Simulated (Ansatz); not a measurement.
NbZn3 (Cu3Au type, space group No. 221), r²SCAN (plane waves, PAW; program Ansatz), all energies at zero smearing, with the estimated change up to a 700 eV cutoff added, with one set of potentials and settings (totals compare only within such a set). Cell of 4 atoms (1 Nb, 3 Zn): -14541.451 eV.

```csv
element,reference phase,E (eV/atom)
Nb,"Im-3m, 1 atoms in the cell",-4563.6321
Zn,"P6_3/mmc, 2 atoms in the cell",-3325.6729
```

Formation energy per atom, worked out: (-14541.451 − 1×(-4563.6321) − 3×(-3325.6729))/4 = -0.200 eV/atom (-19 kJ per mol of atoms), at 0 K, without zero-point energy or fitted corrections.

Space group Pm-3m (Cu3Au type). The workflow started from a Materials Project entry (that database holds measured and hypothetical structures alike); the Crystallography Open Database files this formula in space group No. 221, but the cells were not matched. Its standing as an ambient phase is unchecked. The r²SCAN relaxation kept the symmetry of its start; whether a distortion lowers the energy is not shown. The run is not spin-polarised. The references are the lowest solids computed at this level, not always the standard phases.

Potentials: the later of the program's two PAW sets.
